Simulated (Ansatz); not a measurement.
Relaxed SnSe$_{2}$ (CdI2 type):

```
SnSe2
1.0
    7.68056     0.00000     0.00000
   -1.92014     3.32578     0.00000
    0.00000     0.00000     6.00569
Sn Se
2 4
Direct
  0.00000   0.00000   0.00000
  0.50000   0.00000   0.00000
  0.16667   0.66667   0.26533
  0.66667   0.66667   0.26533
  0.33333   0.33333   0.73467
  0.83333   0.33333   0.73467
```

Level of theory: PBE-D3(BJ) (plane waves to 420 eV, PAW, scalar-relativistic; Ansatz, an electronic-structure program). k mesh 4×8×5 (Γ-centred), Fermi-Dirac smearing 0.05 eV. As the smearing reaches across the gap at some points, energies and forces of such displacements shift with the k mesh and the smearing. SnSe2 was relaxed with its symmetry unable to fall.

One atom of the cell was then moved (with its periodic images), all else fixed, and the forces (eV/Å) came out as:

| atom | Fx | Fy | Fz |
|---|---|---|---|
| Sn1 | -2.522 | 0.628 | -2.610 |
| Sn2 | 0.789 | 0.371 | -0.557 |
| Se3 | 1.713 | -0.864 | 1.889 |
| Se4 | -0.072 | -0.048 | 0.260 |
| Se5 | -0.190 | -0.124 | 0.357 |
| Se6 | 0.282 | 0.038 | 0.659 |

Problem. Which atom was moved, and by which vector (Å)?

Solution. Sn1, by (0.23, -0.13, 0.19), 0.33 Å in all.

(A displaced cell: forces are minus the slopes of the energy, force constants its curvatures, and phonons follow from these.)
